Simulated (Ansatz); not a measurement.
Computed with DFT PBE, scalar-relativistic, plane waves, PAW (Ansatz). All cells share a 420 eV cutoff and Γ-centred k meshes spaced at most about 0.3 Å⁻¹ (about 0.25 or finer for metals, 2π included). No spin polarisation in the final relaxations.

Temperature and zero-point effects are left out. Lower structures may exist.

Question: Which of these relaxed structures of Bi3Te2S is the lowest in energy?
A. Space group P4mm (No. 99), tetragonal, a = 5.363 Å, c = 9.115 Å. Around Bi on a site of symmetry 2mm lie 2 S at 3.13 Å, 2 Bi at 3.19 Å, 2 Te at 3.23 Å and 4 Bi at 3.79 Å; Bi on a site of symmetry 4mm has 4 Bi at 3.19 Å and 4 Te at 3.79 Å; around Te on its first site lie 1 S at 2.40 Å and 1 Te at 3.30 Å; S has 1 Te at 2.40 Å, 4 Bi at 3.13 Å and 1 Te at 3.42 Å; 1 more site not described.
B. Space group P-3m1 (No. 164), trigonal, a = 4.362 Å, c = 25.243 Å. Bi on its first site is surrounded by 3 S at 2.80 Å and 3 Te at 3.29 Å; around Bi on its second site lie 6 Te at 3.09–3.26 Å; around Te on its first site lie 6 Bi at 3.26–3.29 Å; around S lie 3 Bi at 2.80 Å; 2 more sites not described.
C. Space group P3m1 (No. 156), trigonal, a = 5.196 Å, c = 10.571 Å. Bi on its first site is surrounded by 1 S at 2.64 Å and 3 Te at 3.04 Å; Bi on its second site is surrounded by 3 Te at 3.07 Å and 1 Bi at 3.11 Å; Te on its first site has 3 Bi at 3.07 Å; around S lie 1 Bi at 2.64 Å and 3 Bi at 3.02 Å; 2 more sites not described.

Answer: B. It has space group P-3m1 (No. 164); the next, C, with space group P3m1 (No. 156), lies 277 meV/atom higher. Counting S or Te atoms around Bi (for each partner element, those within 1.25 times its shortest distance or 1.15 times the sum of covalent radii, where it is the nearest in units of that sum or under 1.3; the shortest distance is added where it is long for a bond; a slash parts the counts of unlike sites), the lowest has Bi 3 from 3.8 Å/6 and the next has Bi 3/4/4 from 3.0 Å.

Weakly bound directions are ill-defined at this level, which has no dispersion term (P-3m1, P3m1), and this can change margins and order among such cells. These runs have no spin–orbit coupling, which can matter for Bi and Te. In P3m1, P4mm an odd number of electrons in the primitive cell allows no gap without spin; a larger cell or a magnetic state could open one. A magnetic state wasn't ruled out in cells without spin, among them P3m1, P4mm. The P-3m1 cell at 34.7 Å³/atom was relaxed from a Materials Project cell. Cells relaxed within their symmetry can be saddle points. Some types were kept out of the candidates beforehand, so the set may lack a known form.
